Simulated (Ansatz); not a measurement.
## YP: zone-centre modes

All numbers below come from DFT PBEsol, spin-orbit coupling, plane waves, PAW in Ansatz. Cutoff 420 eV, 8×8×8 k-points (Γ-centred), fixed occupations. Spin–orbit coupling included, no magnetic order. Phonons by linear response, acoustic sum rule imposed.

The cell is fixed (symmetry leaves no force on the atoms) and stands under 0.0 GPa:
```xyz
2
Lattice="0.0000 3.1124 3.1124 3.1124 0.0000 3.1124 3.1124 3.1124 0.0000" Properties=species:S:1:pos:R:3 pbc="T T T"
Y     0.0000    0.0000    0.0000
P     1.5562    1.5562    1.5562
```

The cell is the ideal cubic zincblende prototype; whether it is the stable structure of this composition wasn't checked.

Task: Is this structure stable against zone-centre distortions?

Result: Yes, at Γ: no optical mode is imaginary. Strains and other wave vectors aren't tested by this run.

Task: List the optical modes at Γ without the LO field (i marks imaginary ones).

Result:
```tsv
frequency (cm⁻¹)	degeneracy	IR intensity of the level ((D/Å)²/amu)
281	3	24.97
```

Cost: 1 run of about 7.4 core-minutes, on Intel Xeon Processor @ 2.50GHz (Skylake/Cascade Lake) (shared hosts).